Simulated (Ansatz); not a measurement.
AlCu (CsCl type, Pm-3m) under volume change, r²SCAN (plane waves, PAW; program Ansatz), scaled uniformly.

| V (Å³/atom) | E − E(relaxed) (meV/atom) | P (GPa) |
|---|---|---|
| 11.761 | 51.7 | 15.56 |
| 12.149 | 21.6 | 9.47 |
| 12.537 | ? | ? |
| 12.925 | 0.0 | 0.00 |
| 13.312 | ? | ? |
| 13.700 | 17.3 | -6.75 |
| 14.088 | 36.9 | -9.38 |

Task: Some entries are withheld; supply them.

Result: 
- 12.537, E − E(relaxed) (meV/atom): 5.1
- 12.537, P (GPa): 4.34
- 13.312, E − E(relaxed) (meV/atom): 4.6
- 13.312, P (GPa): -3.66

Task: What does a third-order Birch–Murnaghan fit give for V₀, B₀ and B′?

Result: V₀ = 12.92 Å³/atom, B₀ = 133 GPa, B′ = 4.6.

The first step of the workflow began from a Materials Project structure, measured or hypothetical; the Crystallography Open Database copy checked does not list it. COD files the formula under space group No. 12. Whether it is the stable phase at ambient conditions was not checked. The r²SCAN relaxation kept the symmetry of its start. At this level the phase is mechanically unstable. No spin polarisation was allowed.

Potentials: the later of the program's two PAW sets.
